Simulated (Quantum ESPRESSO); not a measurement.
```
CELL_PARAMETERS angstrom
      4.00768     0.00000     0.00000
      0.00000     4.00768     0.00000
      0.00000     0.00000     4.00768
ATOMIC_POSITIONS crystal
  Ba 0.50000 0.50000 0.50000
  Ti 0.00000 0.00000 0.00000
  O  0.50000 0.00000 0.00000
  O  0.00000 0.50000 0.00000
  O  0.00000 0.00000 0.50000
```
The cell comes from the Materials Project (a computed structure). It is BaTiO3 in Pm-3m. Stability against distortions was not tested. The run has no spin polarisation.

With PBE (σ by GIPAW in a modified build of Quantum ESPRESSO; JTH PAW datasets, 22.5 Ha):

| quantity | PBE |
|---|---|
| σ_iso Ba (ppm) | 4785.6 |
| σ_iso Ti (ppm) | -398.1 |
| σ_iso O (ppm) | -365.0 |

Shieldings are absolute and leave out the bulk-susceptibility term; a larger σ means a smaller chemical shift. In our sweeps, cutoffs and meshes of this size left a few ppm, and up to some 20 ppm on atoms from Zn on. No spin–orbit coupling; Ba is the heaviest element present.

Problem. What does the LDA, on its own JTH datasets and the same geometry, give?

Solution. 
```tsv
quantity	LDA	LDA − PBE
σ_iso Ba (ppm)	4688.6	-96.9
σ_iso Ti (ppm)	-439.9	-41.8
σ_iso O (ppm)	-391.7	-26.8
```
